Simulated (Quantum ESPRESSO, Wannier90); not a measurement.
# PbClF (P4/nmm): Wannier90 run

```
begin unit_cell_cart
ang
    4.1091700000    0.0000000000    0.0000000000
    0.0000000000    4.1091700000    0.0000000000
    0.0000000000    0.0000000000    7.2390400000
end unit_cell_cart
begin atoms_frac
Pb   0.0000000000  0.5000000000 -0.2050900000
Pb   0.5000000000  0.0000000000  0.2050900000
Cl   0.5000000000  0.0000000000 -0.3510900000
Cl   0.0000000000  0.5000000000  0.3510900000
F    0.5000000000  0.5000000000  0.0000000000
F    0.0000000000  0.0000000000  0.0000000000
end atoms_frac
```

Cell from Materials Project (mp-22964), symmetrised, no further relaxation. COD (Crystallography Open Database) has an entry of this formula and space group (matched by these alone). Level: PBEsol, spinors with spin-orbit coupling; pw.x of Quantum ESPRESSO at 68 Ry with PseudoDojo potentials, 4×4×4 k-points, Wannier90. Density: 8×8×4 mesh, cold smearing 0.01 Ry.

Bands 1-4 form an isolated set from -21.54 to -21.10 eV relative to the valence-band maximum (on the path) and are turned into 4 Wannier functions by minimising the spread from the start: atomic waves F 2s.

Where do the functions sit, how wide are they and what are they made of?


```
functions  spread (Å²)  nearest atom, distance (Å)  second atom, distance (Å)  weight on atomic waves
---------  -----------  --------------------------  -------------------------  ----------------------
4                 0.43                      F 0.00                    Pb 2.53    F 2s 92 %, Pb 6p 6 %
```

Ω_I = 1.70 Å², Ω_total = 1.70 Å²; the interpolated bands follow pw.x to 0.0 meV rms on the path. Only this start was tried; a symmetric start can stop on a saddle, and mixtures of these functions could lower the total by at most Ω_total − Ω_I.
